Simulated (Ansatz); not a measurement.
Values for one crystal, relaxed and computed with the program Ansatz at the HSE06 level (PAW); other levels are named.

* **Volume per atom**: 25.69 Å³
* **Band gap**: 1.41 eV (direct)
* **Bulk modulus (Birch–Murnaghan fit)**: 69.2 GPa
* **Conduction-band minimum**: at Γ
* **Pressure derivative B′**: 4.5
* **Valence-band maximum**: at Γ

### Question
Which compound is it?
(A) InP, P6_3mc (In on 2a, In on 2b, P on 2a, P on 2b)
(B) InHO2, Pnnm (In on 2a, H on 2c, O on 4g)
(C) ZnO, P6_3mc (Pearson symbol hP12)
(D) NbInO4, P2/c (Nb on 2e, In on 2f, O on 4g, O on 4g)

### Answer
A, InP, P6_3mc (In on 2a, In on 2b, P on 2a, P on 2b)

A made-up cell: these elements were put on the sites of a structure type; the Crystallography Open Database copy checked does not list it. It is not the phase usual at ambient conditions (space group No. 216). Symmetry was held in the HSE06 relaxation; its stability against distortions is not shown here. The hybrid was solved on a coarse mesh, the path and, where they were found, the r²SCAN edge points; its band edges are the extreme levels among these. Scalar-relativistic: spin–orbit coupling is off unless named, which matters more the heavier the elements.

Potentials: the later of the program's two PAW sets.
